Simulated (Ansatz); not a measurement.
BaO:
```
BaO
1.0
    0.00000     2.71699     2.71699
    2.71699     0.00000     2.71699
    2.71699     2.71699     0.00000
Ba O
1 1
Direct
  0.00000   0.00000   0.00000
  0.50000   0.50000   0.50000
```

Relaxed with LDA. Special points in fractions of this cell's reciprocal vectors: Γ (0.000, 0.000, 0.000); X (0.500, 0.000, 0.500); U (0.625, 0.250, 0.625); K (0.375, 0.375, 0.750); L (0.500, 0.500, 0.500); W (0.500, 0.250, 0.750).

List the band energies nearest the valence-band maximum at these points for plane-wave PAW LDA (Ansatz code).

In eV from the valence-band maximum; about four levels below and three above (degenerate sets whole), none deeper than 8.9 eV; points with the same levels are listed once.

| k | below | above |
|---|---|---|
| Γ | -0.64 -0.64 -0.64 | 3.60 4.63 4.63 4.63 |
| X | -0.33 -0.33 0.00 | 1.68 6.23 8.42 |
| U | -1.14 -0.95 -0.18 | 3.17 6.37 7.32 |
| L | -2.30 -1.79 -1.79 | 4.91 7.31 7.35 7.35 |
| W | -1.64 -0.27 -0.27 | 4.38 4.38 7.15 |

Space group Fm-3m (rock salt). Symmetry was held in the LDA relaxation; phonons on a q-mesh show no instability. Scalar-relativistic: spin–orbit coupling is off unless named, which matters more the heavier the elements.

Potentials: the later of the program's two PAW sets.
